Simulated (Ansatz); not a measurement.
A relaxed cell of CsAu (Pm-3m (No. 221)), relaxed on a k-mesh at least as fine as the one used below. Method: r2SCAN (plane waves to 500 eV, PAW, scalar-relativistic; Ansatz, an electronic-structure program). Γ-centred k-mesh 8×8×4 on the run's cell (coarser than for final values), Fermi–Dirac smearing 0.05 eV.

```
CsAu
1.0
    4.27452     0.00000     0.00000
    0.00000     4.27452     0.00000
    0.00000     0.00000     8.54904
Cs Au
2 2
Direct
  0.50000   0.50000   0.25000
  0.50000   0.50000   0.75000
  0.00000   0.00000   0.00000
  0.00000   0.00000   0.50000
```

The atoms are displaced by (Å):

| atom | ux | uy | uz |
|---|---|---|---|
| Cs1 | 0.101 | -0.105 | -0.110 |
| Cs2 | 0.032 | -0.056 | -0.037 |
| Au3 | 0.104 | 0.023 | 0.042 |
| Au4 | 0.062 | 0.017 | -0.118 |

Question: What forces (eV/Å) and pressure result?

Answer: 
| atom | Fx | Fy | Fz |
|---|---|---|---|
| Cs1 | -0.02 | 0.14 | 0.14 |
| Cs2 | 0.04 | 0.06 | -0.06 |
| Au3 | -0.03 | -0.12 | -0.14 |
| Au4 | 0.01 | -0.09 | 0.06 |

Pressure +0.1 GPa.

Question: Estimate the energy cost of the displacement in the harmonic approximation and compare with the calculation.

Answer: For a harmonic well ΔE = −½ Σ F·u = 0.026 eV a cell, or 6 meV/atom. The calculated energy relative to the undisplaced cell is +0.006 eV/atom, so the harmonic estimate holds well.

No spin polarisation in the result.

The run that gave the undisplaced cell could not lose the symmetry of its start.
